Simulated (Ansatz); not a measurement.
## TiSi, a known structure type with other elements, at an estimated volume

```
CELL_PARAMETERS angstrom
7.29137 0.00000 0.00000
0.00000 3.58678 0.00000
0.00000 0.00000 5.29761
ATOMIC_POSITIONS crystal
Si 0.03800 0.25000 0.62700
Si 0.46200 0.75000 0.12700
Si 0.53800 0.25000 0.87300
Si 0.96200 0.75000 0.37300
Ti 0.17910 0.25000 0.11690
Ti 0.32090 0.75000 0.61690
Ti 0.67910 0.25000 0.38310
Ti 0.82090 0.75000 0.88310
```

Single point in Ansatz 0.2.0 with r2SCAN, no spin polarisation. Cutoff 500 eV, PAW datasets, 5×9×7 Γ-centred k mesh, fermi-dirac filling (width 0.1 eV).

**Stress.** The pressure is -15.3 GPa (compression positive), so with the atoms held at these fractions the cell would first shrink; the forces are large, so a full relaxation may end otherwise. The principal stresses -21.7, -17.0, -7.1 GPa differ, so its shape would change too.
**Formation energy.** -0.56 eV an atom against the elements' usual phases (free molecules for gases, crystals otherwise, with no correction for O₂ or N₂), so it is bound against them; other compounds may still compete. Relaxing would lower it.
**Charges.** Bader charges in e: Ti +1.25, Si -1.25. In the mean Ti gives up most and Si takes most.
**Electronic structure.** It is a metal, with about 4.3 states/eV a cell as the mean within 0.25 eV of the Fermi level, mostly Ti d (87 %).

Origin: a known structure type with other elements, at an estimated volume, so it need not be a known compound. Caveats: atoms or cell far from equilibrium.
